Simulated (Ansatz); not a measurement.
SiO₂ in space group Ima2 (No. 46; Si on 8c, O on 8c, O on 4a, O on 4b), r²SCAN in the plane-wave PAW code Ansatz. The conduction-band minimum lies at Γ, with 1 equivalent valley. Second derivatives d²E/dk² of the lowest band at one valley (eV·Å²), along Cartesian directions:

```json
[
 {"direction": "[100]", "d²E/dk²": "12.40"},
 {"direction": "[010]", "d²E/dk²": "12.20"},
 {"direction": "[001]", "d²E/dk²": "13.04"},
 {"direction": "[110]", "d²E/dk²": "12.30"},
 {"direction": "[101]", "d²E/dk²": "12.72"},
 {"direction": "[011]", "d²E/dk²": "12.62"}
]
```

Task: Find the principal effective masses, the density-of-states mass and the conductivity mass.

Result: Off-diagonal terms follow from H_xy = H[110] − (H_xx + H_yy)/2, and m*/mₑ = 7.620 eV·Å² over each eigenvalue: 0.58, 0.61, 0.62. One valley's DOS mass (m₁m₂m₃)^(1/3) = 0.61, conductivity mass 3/(Σ 1/mᵢ) = 0.61 mₑ.

Task: What effective density of states Nc follows at 300 K for parabolic valleys?

Result: Nc = 2.509e19 × 1 × (0.61)^(3/2) ≈ 1.2e19 cm⁻³.

Task: With the computed static dielectric constant 3.23 (mean of the diagonal), estimate a hydrogenic donor's binding energy and radius.

Result: E = 13.606 eV × 0.61/3.23² ≈ 800 meV; a = 0.529 Å × ε/m* ≈ 2.8 Å. Semilocal masses tend to be too small when the gap is underestimated.

The first step of the workflow began from a Materials Project structure, measured or hypothetical; the Crystallography Open Database copy checked does not list it. It is not the phase usual at ambient conditions (space group No. 92, 152, 154). The cell was relaxed with r²SCAN under the symmetry of its start; whether a distortion lowers the energy is not shown.

Potentials: the earlier of the program's two PAW sets. The files were generated under PBE; for other functionals the program regenerates the frozen cores, and for LDA and PBEsol the local potential too.
